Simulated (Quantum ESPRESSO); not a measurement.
## Sn2Ti4AuZr (input and log of a self-consistent run)

Simulated, not a measurement. The program is pw.x of Quantum ESPRESSO 7.5 (plane-wave density functional theory). The cell is made up: eight metal atoms on a hexagonal close-packed lattice, with elements, volume, strain and displacements drawn at random and not relaxed, so it may be unstable or far from any real phase. PseudoDojo standard norm-conserving files set the functional (PBE unless stated); there is no spin polarisation or spin-orbit coupling, the Fermi-Dirac width of 0.25 eV means electrons at about 2900 K, and the masses in the input are unused placeholders. The tin pseudopotential is less sure than most, with forces differing by about three percent from a second method on plain tin. Heavy elements are run without spin-orbit coupling, which real alloys of them have. A spin test at this wide smearing found no moment, but such smearing suppresses magnetism that the real alloy may have.

Input:

```
&control calculation='scf', pseudo_dir='./dojo.nc.sr.pbe.v0_5.standard.upf', outdir='./o', disk_io='minimal', tprnfor=.true., tstress=.true. /
&system ibrav=0, nat=8, ntyp=4, nbnd=68, ecutwfc=84.00895049, nosym=.true., tot_charge=0,
 occupations='smearing', smearing='fd', degauss=0.0183746611
/
&electrons conv_thr=1.470e-08, electron_maxstep=70, mixing_beta=0.5 /
ATOMIC_SPECIES
Au 1.0 Au.upf
Sn 1.0 Sn.upf
Ti 1.0 Ti.upf
Zr 1.0 Zr.upf
CELL_PARAMETERS angstrom
0.0 0.0 -4.8908
0.0 5.0597 0.0
5.8425 0.0 0.0
ATOMIC_POSITIONS angstrom
Sn 0.0215 0.0105 -0.009
Ti 2.9408 0.0022 0.0054
Ti 1.4582 2.5092 0.0417
Ti 4.3606 2.5333 -0.0158
Au -0.0247 1.7142 -2.467
Zr 2.952 1.6686 -2.4859
Sn 1.4334 4.2214 -2.4425
Ti 4.401 4.233 -2.451
K_POINTS automatic
5 5 4 1 1 1
```

The log is shortened where brackets say so; the opening notice, blank lines, dates and the lines on written files are dropped, and the path of the files is cut. It prints rydbergs, bohrs and kilobars, and counts compression as positive stress. Its total energy is the free energy E - TS of the whole cell.

```
     Program PWSCF v.7.5
     Parallel version (MPI & OpenMP), running on       4 processor cores
     Number of MPI processes:                 4
     Threads/MPI process:                     1
     [start-up lines left out]
     bravais-lattice index     =            0
     lattice parameter (alat)  =       9.2423  a.u.
     unit-cell volume          =     975.6634 (a.u.)^3
     number of atoms/cell      =            8
     number of atomic types    =            4
     number of electrons       =       107.00
     number of Kohn-Sham states=           68
     kinetic-energy cutoff     =      84.0090  Ry
     charge density cutoff     =     336.0358  Ry
     scf convergence threshold =      1.5E-08
     mixing beta               =       0.5000
     number of iterations used =            8  plain     mixing
     Exchange-correlation= PBE
                           (   1   4   3   4   0   0   0)
     [axes and pseudopotential details left out]
   Cartesian axes
     site n.     atom                  positions (alat units)
         1        Sn     tau(   1) = (   0.0043960   0.0021469  -0.0018402  )
         2        Ti     tau(   2) = (   0.6012922   0.0004498   0.0011041  )
         3        Ti     tau(   3) = (   0.2981516   0.5130449   0.0085262  )
         4        Ti     tau(   4) = (   0.8915924   0.5179725  -0.0032306  )
         5        Au     tau(   5) = (  -0.0050503   0.3504948  -0.5044165  )
         6        Zr     tau(   6) = (   0.6035822   0.3411712  -0.5082809  )
         7        Sn     tau(   7) = (   0.2930809   0.8631308  -0.4994070  )
         8        Ti     tau(   8) = (   0.8998528   0.8655026  -0.5011450  )
     number of k points=    50  Fermi-Dirac smearing, width (Ry)=  0.0184
                       cart. coord. in units 2pi/alat
        k(    1) = (   0.1046384   0.0966619  -0.1000000), wk =   0.0400000
        k(    2) = (   0.3139153   0.0966619  -0.1000000), wk =   0.0400000
     [further k points left out]
     Dense  grid:   101491 G-vectors     FFT dimensions: (  54,  60,  72)
     Estimated max dynamical RAM per process >     345.66 MB
     Estimated total dynamical RAM >       1.28 GB
     Initial potential from superposition of free atoms
     starting charge     106.9881, renormalised to     107.0000
     Starting wfcs are   78 randomized atomic wfcs
     total cpu time spent up to now is        5.4 secs
     per-process dynamical memory:   271.2 Mb
     Self-consistent Calculation
     iteration #  1     ecut=    84.01 Ry     beta= 0.50
     Davidson diagonalization with overlap
     ethr =  1.00E-02,  avg # of iterations =  2.0
     total cpu time spent up to now is       15.8 secs
     total energy              =   -1186.02378904 Ry
     estimated scf accuracy    <       2.97699158 Ry
     iteration #  2     ecut=    84.01 Ry     beta= 0.50
     Davidson diagonalization with overlap
     ethr =  2.78E-03,  avg # of iterations =  4.3
     total cpu time spent up to now is       29.6 secs
     total energy              =   -1186.65669455 Ry
     estimated scf accuracy    <      12.08207150 Ry
     iteration #  3     ecut=    84.01 Ry     beta= 0.50
     Davidson diagonalization with overlap
     ethr =  2.78E-03,  avg # of iterations =  5.4
     total cpu time spent up to now is       42.3 secs
     total energy              =   -1187.64092960 Ry
     estimated scf accuracy    <       2.41901727 Ry
     iteration #  4     ecut=    84.01 Ry     beta= 0.50
     Davidson diagonalization with overlap
     ethr =  2.26E-03,  avg # of iterations =  2.0
     total cpu time spent up to now is       51.8 secs
     total energy              =   -1187.78925803 Ry
     estimated scf accuracy    <       0.58327114 Ry
     iteration #  5     ecut=    84.01 Ry     beta= 0.50
     Davidson diagonalization with overlap
     ethr =  5.45E-04,  avg # of iterations =  2.9
     total cpu time spent up to now is       61.8 secs
     total energy              =   -1187.80640129 Ry
     estimated scf accuracy    <       0.20828747 Ry
     [iterations 6 to 12 left out]
     iteration # 13     ecut=    84.01 Ry     beta= 0.50
     Davidson diagonalization with overlap
     ethr =  1.19E-08,  avg # of iterations =  5.2
     total cpu time spent up to now is      161.6 secs
     total energy              =   -1187.83001569 Ry
     estimated scf accuracy    <       0.00001241 Ry
     iteration # 14     ecut=    84.01 Ry     beta= 0.50
     Davidson diagonalization with overlap
     ethr =  1.16E-08,  avg # of iterations =  1.8
     total cpu time spent up to now is      171.4 secs
     total energy              =   -1187.83001662 Ry
     estimated scf accuracy    <       0.00000082 Ry
     iteration # 15     ecut=    84.01 Ry     beta= 0.50
     Davidson diagonalization with overlap
     ethr =  7.64E-10,  avg # of iterations =  5.5
     total cpu time spent up to now is      183.3 secs
     total energy              =   -1187.83001668 Ry
     estimated scf accuracy    <       0.00000100 Ry
     iteration # 16     ecut=    84.01 Ry     beta= 0.50
     Davidson diagonalization with overlap
     ethr =  7.64E-10,  avg # of iterations =  2.0
     total cpu time spent up to now is      193.4 secs
     total energy              =   -1187.83001676 Ry
     estimated scf accuracy    <       0.00000003 Ry
     iteration # 17     ecut=    84.01 Ry     beta= 0.50
     Davidson diagonalization with overlap
     ethr =  2.49E-11,  avg # of iterations =  6.0
     total cpu time spent up to now is      208.0 secs
     End of self-consistent calculation
     [lines on levels left out]
!    total energy              =   -1187.83001677 Ry
     estimated scf accuracy    <          9.5E-09 Ry
     smearing contrib. (-TS)   =      -0.14541730 Ry
     internal energy E=F+TS    =   -1187.68459947 Ry
     The total energy is F=E-TS. E is the sum of the following terms:
     one-electron contribution =    -343.63633388 Ry
     hartree contribution      =     229.20987267 Ry
     xc contribution           =    -230.77647683 Ry
     ewald contribution        =    -842.48166143 Ry
     convergence has been achieved in  17 iterations
     Forces acting on atoms (cartesian axes, Ry/au):
     atom    1 type  2   force =    -0.02280178    0.01197216    0.00003669
     atom    2 type  3   force =     0.00222551   -0.02216712   -0.00417848
     atom    3 type  3   force =     0.00149770    0.00465781   -0.01392391
     atom    4 type  3   force =     0.00213530   -0.01096515   -0.00315681
     atom    5 type  1   force =    -0.00592467    0.01972646    0.00638114
     atom    6 type  4   force =     0.00265072    0.01847604    0.01219245
     atom    7 type  2   force =     0.03795444   -0.01857453    0.00345583
     atom    8 type  3   force =    -0.01773722   -0.00312567   -0.00080692
     Total force =     0.067928     Total SCF correction =     0.000256
     Computing stress (Cartesian axis) and pressure
          total   stress  (Ry/bohr**3)                   (kbar)     P=       97.46
   0.00067644   0.00000363  -0.00000843           99.51        0.53       -1.24
   0.00000363   0.00053245   0.00001115            0.53       78.33        1.64
  -0.00000843   0.00001115   0.00077875           -1.24        1.64      114.56
     init_run     :      5.05s CPU      5.26s WALL (       1 calls)
     electrons    :    198.02s CPU    202.62s WALL (       1 calls)
     forces       :      1.64s CPU      1.67s WALL (       1 calls)
     stress       :      5.69s CPU      5.69s WALL (       1 calls)
     [timing details left out]
     PWSCF        :   3m30.52s CPU   3m35.43s WALL
     JOB DONE.
```

In other units: free energy -16161.251 eV for the cell, pressure 9.75 GPa, largest force component 0.976 eV/Å in size. The run took 217 s of wall time with four MPI processes on a shared machine (Intel Xeon, 2023 or later, virtual cores), so the time is rough. A rerun of this cell at a higher cutoff and on a denser mesh moved values by no more than 0.002 eV in energy, 0.02 GPa in stress and 0.006 eV/Å in force, and a second program with other atomic files agreed on that cell to 2 % rms in force and 0.5 GPa in pressure.